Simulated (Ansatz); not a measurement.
Ga2BiAs:
```cif
data_AsBiGa2
_chemical_formula_sum 'Ga2 Bi1 As1'
_space_group_name_H-M_alt 'P-4m2'
_space_group_IT_number 115
_space_group_name_Hall 'P -4 -2'
_cell_length_a 4.23852
_cell_length_b 4.23852
_cell_length_c 6.04225
_cell_angle_alpha 90.000
_cell_angle_beta 90.000
_cell_angle_gamma 90.000
loop_
_atom_site_label
_atom_site_type_symbol
_atom_site_symmetry_multiplicity
_atom_site_Wyckoff_symbol
_atom_site_fract_x
_atom_site_fract_y
_atom_site_fract_z
_atom_site_occupancy
Ga1 Ga 2 g 0.00000 0.50000 0.27444 1
Bi1 Bi 1 a 0.00000 0.00000 0.00000 1
As1 As 1 c 0.50000 0.50000 0.50000 1
```

Relaxed with r²SCAN.

Problem. Which orbitals make up the states near the Fermi level in DFT-r²SCAN in the program Ansatz with PAW potentials?

Solution. Within 0.5 eV of the Fermi level: Bi 6p 41 %, Ga 4p 23 %, As 4p 22 %, Ga 4s 8 %. Projections are on Löwdin-orthogonalised atomic valence shells; empty p or d shells of many metals are not among them.

Problem. Tabulate the density of states.

Solution. States/eV per cell of 4 atoms, in 0.25 eV bins, energy from the Fermi level.

```tsv
E (eV)	total	Ga 4p	As 4p	Bi 6p
-7.85	0.00	0.00	0.00	0.00
-7.60	0.00	0.00	0.00	0.00
-7.35	0.00	0.00	0.00	0.00
-7.10	1.54	0.04	0.38	0.26
-6.85	4.54	0.26	1.12	0.74
-6.60	2.28	0.16	0.53	0.41
-6.35	1.52	0.12	0.33	0.29
-6.10	1.18	0.10	0.26	0.22
-5.85	0.97	0.08	0.22	0.18
-5.60	0.74	0.06	0.18	0.12
-5.35	0.61	0.05	0.16	0.09
-5.10	0.52	0.05	0.15	0.07
-4.85	0.44	0.05	0.14	0.05
-4.60	0.38	0.05	0.13	0.04
-4.35	0.34	0.05	0.13	0.03
-4.10	0.64	0.20	0.26	0.08
-3.85	2.35	0.84	0.88	0.47
-3.60	2.60	0.91	0.89	0.61
-3.35	2.06	0.71	0.71	0.48
-3.10	3.22	1.16	1.07	0.79
-2.85	3.22	1.12	1.18	0.74
-2.60	3.61	1.20	1.40	0.82
-2.35	2.84	0.91	1.06	0.73
-2.10	2.04	0.66	0.59	0.70
-1.85	1.93	0.61	0.47	0.76
-1.60	2.18	0.67	0.48	0.93
-1.35	1.50	0.45	0.32	0.66
-1.10	1.53	0.46	0.28	0.73
-0.85	1.75	0.53	0.26	0.91
-0.60	0.99	0.27	0.19	0.51
-0.35	0.40	0.09	0.10	0.20
-0.10	0.07	0.01	0.02	0.04
0.15	0.03	0.01	0.00	0.00
0.40	0.18	0.04	0.03	0.02
0.65	0.47	0.12	0.09	0.04
0.90	0.87	0.24	0.18	0.07
1.15	1.27	0.37	0.27	0.11
1.40	1.86	0.51	0.38	0.21
1.65	2.57	0.74	0.47	0.35
1.90	3.24	0.99	0.53	0.47
2.15	2.46	0.80	0.31	0.41
2.40	2.46	0.90	0.29	0.39
2.65	1.82	0.66	0.21	0.31
2.90	1.07	0.41	0.12	0.16
3.15	1.63	0.74	0.18	0.21
3.40	2.05	1.03	0.22	0.25
3.65	2.69	1.52	0.29	0.30
3.90	3.18	1.76	0.33	0.43
4.15	3.25	1.70	0.32	0.52
4.40	2.63	1.37	0.34	0.35
4.65	2.42	1.24	0.33	0.30
```

The workflow started from a Materials Project entry (that database holds measured and hypothetical structures alike); the Crystallography Open Database copy checked does not list it. Whether it is the stable phase at ambient conditions was not checked. Symmetry was held in the r²SCAN relaxation; of distortions, only those at the zone centre were tested. Scalar-relativistic: spin–orbit coupling is off unless named, which matters more the heavier the elements.

Potentials: the later of the program's two PAW sets.
